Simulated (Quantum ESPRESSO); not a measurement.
**Band energies of Na₃MoO₃F₃**

```
CELL_PARAMETERS angstrom
      2.78347     1.60704     4.83540
     -2.78347     1.60704     4.83540
      0.00000    -3.21407     4.83540
ATOMIC_POSITIONS crystal
  O  0.68868 0.90602 0.25466
  O  0.25466 0.68868 0.90602
  O  0.90602 0.25466 0.68868
  F  0.35979 0.12880 0.82407
  F  0.82407 0.35979 0.12880
  F  0.12880 0.82407 0.35979
  Na 0.22602 0.22602 0.22602
  Na 0.50992 0.50992 0.50992
  Na 0.72763 0.72763 0.72763
  Mo 0.00022 0.00022 0.00022
```

PBEsol (pw.x of Quantum ESPRESSO, ONCV potentials, without SOC); path ΓLB1,BZΓX,QFP1Z,LP; energies in eV from the valence-band maximum.

| k (1/Å) | point | band 36 | band 37 | band 38 | band 39 | band 40 | band 41 | band 42 | band 43 |
|---|---|---|---|---|---|---|---|---|---|
| 0.00 | Γ | -1.16 | -1.16 | -0.26 | -0.12 | -0.12 | 4.26 | 4.56 | 4.56 |
| 0.46 |  | -1.24 | -0.95 | -0.23 | -0.18 | -0.08 | 4.33 | 4.46 | 4.59 |
| 0.69 | L | -1.26 | -0.90 | -0.27 | -0.18 | -0.03 | 4.34 | 4.43 | 4.60 |
| 0.96 |  | -1.28 | -0.94 | -0.27 | -0.22 | -0.01 | 4.38 | 4.46 | 4.55 |
| 1.23 | B1 | -1.28 | -0.97 | -0.27 | -0.24 | -0.02 | 4.35 | 4.46 | 4.58 |
| 1.23 | B | -1.28 | -0.97 | -0.27 | -0.24 | -0.02 | 4.35 | 4.46 | 4.58 |
| 1.62 |  | -1.18 | -1.03 | -0.23 | -0.21 | -0.17 | 4.11 | 4.56 | 4.60 |
| 1.82 | Z | -1.15 | -1.11 | -0.23 | -0.20 | -0.20 | 4.05 | 4.59 | 4.59 |
| 2.03 |  | -1.16 | -1.16 | -0.23 | -0.18 | -0.16 | 4.09 | 4.54 | 4.63 |
| 2.46 | Γ | -1.16 | -1.16 | -0.26 | -0.12 | -0.12 | 4.26 | 4.56 | 4.56 |
| 2.97 |  | -1.26 | -0.93 | -0.24 | -0.20 | -0.05 | 4.37 | 4.47 | 4.55 |
| 3.30 | X | -1.28 | -0.97 | -0.27 | -0.24 | 0.00 | 4.38 | 4.46 | 4.56 |
| 3.30 | Q | -1.28 | -0.97 | -0.27 | -0.24 | 0.00 | 4.38 | 4.46 | 4.56 |
| 3.59 | F | -1.22 | -0.94 | -0.28 | -0.24 | -0.04 | 4.36 | 4.42 | 4.62 |
| 3.59 | P1 | -1.24 | -0.95 | -0.26 | -0.23 | -0.06 | 4.31 | 4.45 | 4.62 |
| 3.72 |  | -1.22 | -0.98 | -0.25 | -0.22 | -0.10 | 4.23 | 4.49 | 4.62 |
| 3.97 |  | -1.16 | -1.06 | -0.23 | -0.20 | -0.19 | 4.08 | 4.58 | 4.60 |
| 4.10 | Z | -1.15 | -1.11 | -0.23 | -0.20 | -0.20 | 4.05 | 4.59 | 4.59 |
| 4.10 | L | -1.26 | -0.90 | -0.27 | -0.18 | -0.03 | 4.34 | 4.43 | 4.60 |
| 4.56 | P | -1.24 | -0.95 | -0.26 | -0.23 | -0.06 | 4.31 | 4.45 | 4.62 |

The PBEsol gap is indirect, 4.05 eV, from X to Z; the smallest direct gap is 4.24 eV. Another valence extremum on the path lies within 0.02 eV, too close to call.

Spin-orbit splittings are left out.

Geometry of the Materials Project entry, not relaxed at this level.
